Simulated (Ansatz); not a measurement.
P started on an I site in cubic perovskite CsSnI3, 40 atoms, charge 0

Level of theory: DFT, PBEsol, PAW, plane waves (Ansatz 0.2.0).

Command:

```sh
ansatz run in.yaml --threads 4 --pin off --max-ram 42750MiB --runs-dir r --events-out ev --progress --plain --backend cuda --devices 0, --max-vram 37GiB
```

The input less its lattice and atoms (starting moments on atoms near the defect: 2 μB in all):

```yaml
crystal:
  symmetry: { detect: false }
kpoints:
  mp_grid: { grid: [1, 1, 1], shift: [0.25, 0.25, 0.25] }
hamiltonian:
  xc: pbesol
magnetization:
  spin_polarized: true
scf:
  occupations: { method: fermi_dirac, width: 0.01 }
relax:
  f_tol: 0.03
  max_steps: 80
  escape_saddle: false
  adjacent_minimum: "off"
output:
  forces: true
  eigenvalues: true
  populations: true
  write_density: true
  write_potential: true
  elf: true
  volumetric_format: npy
```

Start:

```
Cs Sn I P
1.0
    12.31446    0.00000    0.00000
     0.00000   12.31446    0.00000
     0.00000    0.00000   12.31446
Cs Sn I P
8 8 23 1
Direct
  0.99997 0.99857 0.99744
  0.00094 0.00038 0.50109
  0.00024 0.50089 0.00059
  0.00120 0.50247 0.49789
  0.49999 0.99991 0.99967
  0.49859 0.99853 0.49588
  0.49971 0.50245 0.99944
  0.49933 0.49912 0.49984
  0.24881 0.24886 0.25097
  0.25120 0.24938 0.74796
  0.25147 0.74885 0.24944
  0.24843 0.75055 0.75102
  0.75096 0.25024 0.24829
  0.74959 0.24956 0.74867
  0.75140 0.75084 0.24887
  0.74911 0.74999 0.74956
  0.24964 0.24881 0.00209
  0.25017 0.75229 0.00068
  0.24812 0.74818 0.50115
  0.74966 0.25019 0.99708
  0.75009 0.25313 0.50087
  0.74809 0.75257 0.99995
  0.75074 0.74867 0.50035
  0.00279 0.25017 0.25072
  0.00039 0.24797 0.75081
  0.99859 0.75081 0.24724
  0.00154 0.74840 0.75244
  0.50199 0.25076 0.24929
  0.49805 0.25207 0.75092
  0.49775 0.75235 0.24960
  0.50116 0.75000 0.74970
  0.25027 0.00010 0.24925
  0.25094 0.99723 0.75093
  0.25153 0.50025 0.25023
  0.24814 0.50004 0.75085
  0.74869 0.99819 0.25174
  0.74970 0.00204 0.74825
  0.75111 0.50272 0.24804
  0.74985 0.50103 0.74823
  0.24942 0.24768 0.50146
```

Steps:

| step | energy less the first (eV) | largest force component (eV/Å) |
| --- | --- | --- |
| start | 0.000 | 0.559 |
| 1 | -0.114 | 0.365 |
| 2 | -0.221 | 0.050 |
| 3 | -0.227 | 0.038 |
| 4 | -0.232 | 0.031 |
| 5 | -0.236 | 0.052 |
| 6 | -0.254 | 0.031 |
| 7 | -0.273 | 0.036 |
| 8 | -0.281 | 0.055 |
| 9 | -0.290 | 0.105 |
| 10 | -0.307 | 0.041 |
| 11 | -0.312 | 0.029 |
| 12 | -0.318 | 0.038 |
| 13 | -0.323 | 0.026 |
| 14 | -0.328 | 0.023 |
| 15 | -0.333 | 0.026 |

A structure on the way, about -0.28 eV from the start:

```
Cs Sn I P
1.0
    12.31446    0.00000    0.00000
     0.00000   12.31446    0.00000
     0.00000    0.00000   12.31446
Cs Sn I P
8 8 23 1
Direct
  0.02111 0.00765 0.99995
  0.98931 0.96844 0.50048
  0.01631 0.47658 0.99958
  0.99398 0.50394 0.49379
  0.48933 0.01281 0.99932
  0.50774 0.97546 0.49953
  0.48841 0.48082 0.99311
  0.52085 0.50319 0.49228
  0.25081 0.25014 0.27138
  0.25192 0.25055 0.73013
  0.25036 0.74984 0.25137
  0.24837 0.75054 0.74775
  0.75070 0.25130 0.25265
  0.75242 0.25106 0.74822
  0.74975 0.75185 0.24507
  0.74819 0.75115 0.75356
  0.25200 0.24682 0.00061
  0.27260 0.75498 0.99965
  0.21494 0.74586 0.50010
  0.74958 0.22521 0.00079
  0.75416 0.29188 0.50025
  0.71509 0.79149 0.99991
  0.76692 0.72997 0.50018
  0.00098 0.25397 0.26167
  0.00050 0.23537 0.73890
  0.99754 0.75311 0.22218
  0.99810 0.77086 0.77540
  0.50106 0.25249 0.26478
  0.49997 0.26855 0.73607
  0.49718 0.75056 0.27597
  0.49909 0.73363 0.72157
  0.24777 0.99979 0.26807
  0.26535 0.99911 0.73356
  0.25036 0.50011 0.25980
  0.23295 0.49966 0.74241
  0.75035 0.00254 0.28453
  0.73548 0.00292 0.71812
  0.74639 0.50356 0.21898
  0.76463 0.50255 0.78539
  0.25683 0.25591 0.50143
```

End:

```xyz
40
Lattice="12.3145 0.0000 0.0000 0.0000 12.3145 0.0000 0.0000 0.0000 12.3145" Properties=species:S:1:pos:R:3 pbc="T T T"
Cs    0.1480    0.1397    0.3159
Cs   12.1830   12.0453    6.3606
Cs    0.2211    5.8018    0.0834
Cs    0.0530    6.1585    6.1133
Cs    6.0216    0.2757   12.0300
Cs    6.1633   12.1062    6.0682
Cs    6.1308    6.3078   11.9599
Cs    6.4164    6.1878    5.8720
Sn    3.0833    3.0613    3.3502
Sn    3.0875    3.1090    8.9699
Sn    3.0488    9.2186    3.1076
Sn    3.0561    9.2582    9.2227
Sn    9.2250    3.0652    3.1005
Sn    9.2606    3.1116    9.2023
Sn    9.2192    9.2190    3.0338
Sn    9.2322    9.2546    9.2642
I     3.1146    2.9990    0.0498
I     3.4015    9.3691    0.0057
I     2.6635    9.1487    6.1750
I     9.2387    2.7161    0.0092
I     9.3562    3.5408    6.1605
I     8.8017    9.6366   12.2995
I     9.5133    8.9155    6.1466
I    12.3141    3.2426    3.1802
I     0.0270    2.7591    9.1049
I    12.2975    8.9885    2.7019
I    12.2910    9.6608    9.5590
I     6.1591    2.8309    3.4066
I     6.1786    3.4561    9.0384
I     6.1312    9.3287    3.3841
I     6.1456    8.9032    8.8730
I     2.8324   12.2716    3.4057
I     3.4099    0.0066    8.9437
I     3.2335    6.1111    3.2373
I     2.7455    6.1685    9.2474
I     9.4584   12.2877    3.4598
I     8.8987    0.0287    8.8514
I     8.9832    6.1400    2.6843
I     9.5697    6.1763    9.6682
P     2.9668    3.3596    6.1859
```

The run converged.

Time: 41 s of wall time on one NVIDIA H100 with 4 processor threads, on a host shared with other runs; peak host memory 2 GiB.

**Question.** How much energy did the relaxation gain, and which atom moved most?

**Answer.** 0.33 eV in 15 steps, from a start with small random displacements (the gain also holds any tilting of the ideal host); atom 39 (I) moved 0.56 Å, the median atom 0.37 Å (drift of the whole cell removed).

The moment started at 2 μB and ended at 2.0 μB; no other spin state is shown. The one k point has no symmetry partners, which can distort the end along one axis.
